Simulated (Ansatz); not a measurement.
Ag in space group Fd-3m (No. 227; Ag on 8a, Ag on 16d), a = 7.6352 Å, b = 7.6352 Å, c = 7.6352 Å, α = 90.00°, β = 90.00°, γ = 90.00°; the cell used has 6 atoms.

Relaxed with r²SCAN.

Task: Which orbitals make up the states near the Fermi level in the program Ansatz at the r²SCAN level (PAW)?

Result: Within 0.5 eV of the Fermi level: Ag 5s 64 %, Ag 4d 14 %, outside the projected shells 22 %. Projections are on Löwdin-orthogonalised atomic valence shells; empty p or d shells of many metals are not among them.

Task: Tabulate the density of states.

Result: States/eV per cell of 6 atoms, in 0.25 eV bins, energy from the Fermi level.

```csv
E (eV),total,Ag 4d,Ag 5s,Ag 4p
-7.85,0.31,0.17,0.14,0.00
-7.60,0.70,0.43,0.26,0.00
-7.35,1.25,0.85,0.38,0.00
-7.10,2.17,1.62,0.53,0.01
-6.85,2.04,1.53,0.49,0.01
-6.60,2.59,1.96,0.61,0.01
-6.35,8.47,7.44,1.00,0.01
-6.10,13.15,11.76,1.33,0.02
-5.85,18.13,16.49,1.58,0.02
-5.60,15.58,14.40,1.11,0.02
-5.35,14.07,13.10,0.90,0.02
-5.10,14.75,13.83,0.81,0.02
-4.85,18.29,17.15,0.99,0.02
-4.60,17.51,16.31,1.07,0.02
-4.35,25.09,24.12,0.79,0.02
-4.10,16.28,15.71,0.49,0.01
-3.85,26.81,26.44,0.30,0.01
-3.60,28.26,27.87,0.33,0.01
-3.35,13.16,12.67,0.45,0.01
-3.10,5.22,4.66,0.53,0.01
-2.85,4.32,3.80,0.49,0.01
-2.60,2.12,1.47,0.62,0.01
-2.35,1.35,0.58,0.73,0.01
-2.10,1.08,0.40,0.64,0.01
-1.85,1.33,0.44,0.82,0.01
-1.60,1.29,0.38,0.83,0.01
-1.35,1.30,0.34,0.87,0.01
-1.10,1.42,0.34,0.96,0.01
-0.85,1.38,0.29,0.94,0.01
-0.60,1.45,0.27,0.99,0.01
-0.35,1.54,0.26,1.03,0.00
-0.10,1.61,0.24,1.05,0.00
0.15,1.67,0.22,1.04,0.00
0.40,1.60,0.17,0.94,0.00
0.65,1.68,0.16,0.96,0.00
0.90,1.55,0.14,0.82,0.00
1.15,1.68,0.13,0.77,0.00
1.40,1.90,0.13,0.71,0.00
1.65,2.12,0.12,0.64,0.00
1.90,1.79,0.09,0.52,0.00
2.15,1.69,0.08,0.42,0.00
2.40,1.16,0.05,0.30,0.00
2.65,0.66,0.03,0.20,0.00
2.90,0.56,0.02,0.19,0.00
3.15,0.66,0.03,0.20,0.00
3.40,0.95,0.04,0.28,0.00
3.65,1.93,0.09,0.97,0.00
3.90,2.05,0.08,1.03,0.00
4.15,1.66,0.06,0.76,0.00
4.40,1.59,0.05,0.73,0.00
4.65,1.92,0.06,0.89,0.00
```

The start of the workflow was typed in or built on a structure type; neither database checked (COD, Materials Project) lists it. It is not the phase usual at ambient conditions (space group No. 225). The cell was relaxed with r²SCAN under the symmetry of its start; its stability against distortions is not shown here. No spin polarisation was allowed. Spin–orbit coupling is left out wherever it is not named.

Potentials: the later of the program's two PAW sets.
